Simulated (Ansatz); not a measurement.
A geometry of CdAu away from equilibrium: step 2 of the relaxation of a relaxed CdAu cell with every coordinate shifted by Gaussian noise of σ = 0.2 Å. Method: PBEsol (plane waves to 420 eV, PAW, scalar-relativistic; Ansatz, a quantum-chemistry and plane-wave program). Γ-centred k-mesh 12×12×7 on the run's cell (coarser than for final values), Fermi–Dirac smearing 0.05 eV. The plane waves were selected for a different cell earlier on the path.

```
CdAu
1.0
    3.04550     0.00131     0.00117
   -1.52161     2.63987    -0.00238
    0.00177    -0.00314     4.46350
Cd Au
1 1
Direct
  0.05785   0.96937   0.93257
  0.39267   0.62520   0.45371
```

Task: What forces act on the atoms (eV/Å)?

Result: 
```
atom     Fx     Fy     Fz
----  -----  -----  -----
Cd1    0.04  -0.05   0.78
Au2   -0.04   0.05  -0.78
```

The path ends in P-6m2 (No. 187). No spin polarisation in the result.

The cell that was disturbed is our relaxation of an entry of Materials Project.
